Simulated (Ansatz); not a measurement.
**Kick test of a cell of NbTe₈Mo₃**

The structure comes from a generated guess, relaxed at this level; another structure or a mixture of phases may lie lower.

Method: DFT PBE, scalar-relativistic, plane waves, PAW (Ansatz 0.2.0). Cutoff 420 eV; k points 12×12×2 on the computed 12-atom cell (Γ-centred); Gaussian smearing, width 0.10 eV; collinear spin from starting moments 0.3 0.0 0.0 0.0 0.0 0.0 0.0 0.0 0.0 0.0 0.0 0.0 μB.

The cell below (12 atoms, space group P-6m2 (No. 187)) is relaxed within its symmetry.

```
Nb Te Mo
1.0
     3.59004    0.00000    0.00000
    -1.79502    3.10907    0.00000
     0.00000    0.00000   29.99142
Nb Te Mo
1 8 3
Cartesian
  1.7950 1.0364 0.0000
  0.0000 2.0727 28.1104
  0.0000 2.0727 13.1996
  1.7950 1.0364 20.7303
  1.7950 1.0364 5.6690
  0.0000 2.0727 1.8810
  0.0000 2.0727 16.7918
  1.7950 1.0364 24.3224
  1.7950 1.0364 9.2611
  0.0000 2.0727 22.5268
  0.0000 2.0727 7.4647
  1.7950 1.0364 14.9957
```

For the test it was strained at random (σ = 1.5 % a component), the atoms were moved at random (σ = 0.15 Å), and all was relaxed again on a coarse 6×6×1 mesh (in the run’s order of axes) with 0.20 eV smearing, with no symmetry imposed.

Weakly bound directions are ill-defined at this level, which has no dispersion term. These runs have no spin–orbit coupling, which can matter for Te.

Problem. Does it come back?

Solution. It returns, within 1 meV/atom of the unmoved cell on that mesh and with the same symmetry when read at 0.1 Å (P1 at 0.01 Å, so small strains and shifts remain). So it is stable against the distortions that fit this cell and that this random move excites. Modes that don't fit the cell aren't tested.
